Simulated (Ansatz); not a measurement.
# Calculated core-level photoemission for RbSb4F13

Cell: a structure deposited in the COD whose atoms were relaxed with PBE, the cell held; a hole's nearest image is 6.6 Å away.

```cif
data_RbSb4F13
_symmetry_space_group_name_H-M 'I4/m'
_symmetry_Int_Tables_number 87
_cell_length_a 9.6350
_cell_length_b 9.6350
_cell_length_c 6.5630
_cell_angle_alpha 90.000
_cell_angle_beta 90.000
_cell_angle_gamma 90.000
loop_
_atom_site_label
_atom_site_type_symbol
_atom_site_symmetry_multiplicity
_atom_site_Wyckoff_symbol
_atom_site_fract_x
_atom_site_fract_y
_atom_site_fract_z
Rb1 Rb 2 b 0.0000 0.0000 0.5000
Sb2 Sb 8 h 0.2771 0.9937 0.0000
F6 F 2 a 0.0000 0.0000 0.0000
F7 F 8 h 0.3766 0.9386 0.5000
F11 F 16 i 0.1126 0.7918 0.7780
```

One atom of each set is listed; the run and its k-mesh use a cell of 18 atoms with edges of 7.56, 7.56, 7.56 Å.

The numbers come from a DFT calculation in Ansatz (PBE, plane waves and PAW, scalar-relativistic, 420 eV cutoff, Γ-centred 4×4×4 k-points, fixed occupations).

Each value is a total-energy difference between the cell with one core hole and the ground state (ΔSCF), the electron removed. The valence electrons get no spin in the cell with the hole, so they can't polarise against the unpaired core electron; that puts absolute values high, by some tenths of an eV and in some cases by about 1 eV. These are bare differences without image correction or alignment, so only shifts between sites of one element carry meaning.

Ground-state potentials at the F nuclei, against atom 6:

| atom | first shell | ΔV (V) |
| --- | --- | --- |
| 11 | 1 Sb at 1.97 Å; also 1 Sb at 2.90 Å, 1 Rb at 2.92 Å | 1.11 |
| 7 | 1 Sb at 2.00 Å | 0.89 |
| 6 | 4 Sb at 2.67 Å; also 2 Rb at 3.28 Å | 0.00 |

**Question.** The potential gives the initial-state shift. What are the full F 1s shifts against atom 6, with the screening of the hole?

**Answer.** atom 7: 1.29 eV (final-state part 0.40 eV); atom 11: 1.52 eV (final-state part 0.41 eV).

Shifts between sites are good to a few tenths of an eV; absolute PBE values can be off by an eV or more, and the 3d and 4f lines of heavy atoms by several eV. Multiplets, satellites and widths aren't calculated.
